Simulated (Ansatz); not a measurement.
NaCoO2:
```
NaCoO2
1.0
    1.44486     0.83419     5.12188
   -1.44486     0.83419     5.12188
    0.00000    -1.66838     5.12188
Na Co O
1 1 2
Direct
  0.00000   0.00000   0.00000
  0.50000   0.50000   0.50000
  0.22915   0.22915   0.22915
  0.77085   0.77085   0.77085
```

Relaxed with PBEsol.

**Question.** Give the Bader charges and basin volumes of the independent atoms, DFT-PBEsol in the program Ansatz with PAW potentials.

**Answer.** 

```
atom  Bader charge (e)  Bader volume (Å³)
----  ----------------  -----------------
Na1              +0.84                7.3
Co2              +1.29                7.8
O3               -1.06               11.0
```

Space group R-3m. The workflow started from a Materials Project entry (that database holds measured and hypothetical structures alike); the Crystallography Open Database copy checked does not list it. Its standing as an ambient phase is unchecked. The PBEsol relaxation kept the symmetry of its start; its stability against distortions is not shown here. No spin polarisation was allowed. No Hubbard U is applied.

Potentials: the later of the program's two PAW sets.
